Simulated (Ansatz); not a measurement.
LiGeN in space group P6_3mc (No. 186; Li on 2b, Ge on 2a, N on 2b), r²SCAN (plane waves, PAW; program Ansatz), all energies at zero smearing, with the estimated change up to a 700 eV cutoff added, with one set of potentials and settings (totals compare only within such a set). Cell of 6 atoms (2 Li, 2 Ge, 2 N): -9787.935 eV.

| element | reference phase | E (eV/atom) |
|---|---|---|
| Li | Fm-3m, 1 atoms in the cell | -205.1371 |
| Ge | Fd-3m, 2 atoms in the cell | -4302.9041 |
| N | Pa-3, 8 atoms in the cell | -384.8315 |

Formation energy per atom, worked out: (-9787.935 − 2×(-205.1371) − 2×(-4302.9041) − 2×(-384.8315))/6 = -0.365 eV/atom (-35 kJ per mol of atoms), at 0 K, without zero-point energy or fitted corrections.

The first step of the workflow began from a Materials Project structure, measured or hypothetical; the Crystallography Open Database copy checked does not list it. Whether it is the stable phase at ambient conditions was not checked. Symmetry was held in the r²SCAN relaxation; its stability against distortions is not shown here. The references are the lowest solids computed at this level, not always the standard phases (solids in place of the gases).

Potentials: the later of the program's two PAW sets.
